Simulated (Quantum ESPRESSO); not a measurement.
Convergence test: BaZrO₃

```yaml
crystal:
  lattice:
    - [4.21239, 0.00000, 0.00000]
    - [0.00000, 4.21239, 0.00000]
    - [0.00000, 0.00000, 4.21239]
  atoms:
    - { symbol: Ba, position: [0.00000, 0.00000, 0.00000] }
    - { symbol: Zr, position: [0.50000, 0.50000, 0.50000] }
    - { symbol: O, position: [0.50000, 0.00000, 0.50000] }
    - { symbol: O, position: [0.00000, 0.50000, 0.50000] }
    - { symbol: O, position: [0.50000, 0.50000, 0.00000] }
```
Geometry: a computed entry of the Materials Project; it was not checked against measured cells. It is BaZrO3 in Pm-3m. Stability against distortions was not tested. The run has no spin polarisation.

Method: PBE GIPAW on JTH datasets (Quantum ESPRESSO, modified build); kept fixed: 22.5 Ha, k-mesh 6×6×6 shifted. Costs are rough, from a shared machine. These are absolute shieldings with no macroscopic susceptibility term; δ = σ_ref − σ needs a reference computed alike. Spin–orbit coupling is left out; its weight grows with the heaviest atom, Ba here.

```tsv
conv_threshold of gipaw.x	σ_iso Ba (ppm)	σ_iso Zr (ppm)	σ_iso O (ppm)	f-sum rule missed by (%)	rough cost ratio
1e-06	4879.6	1451.3	-173.2	0.02	about 1
1e-08	4932.9	1468.4	-176.0	0.02	about 1
1e-10	4937.7	1467.4	-176.1	0.02	about 1
1e-12	4938.3	1467.2	-176.1	0.02	about 1
1e-14	4938.4	1467.2	-176.1	0.02	2
```

Largest spread: σ_iso Ba (ppm) moves over 58.8 across the rows.
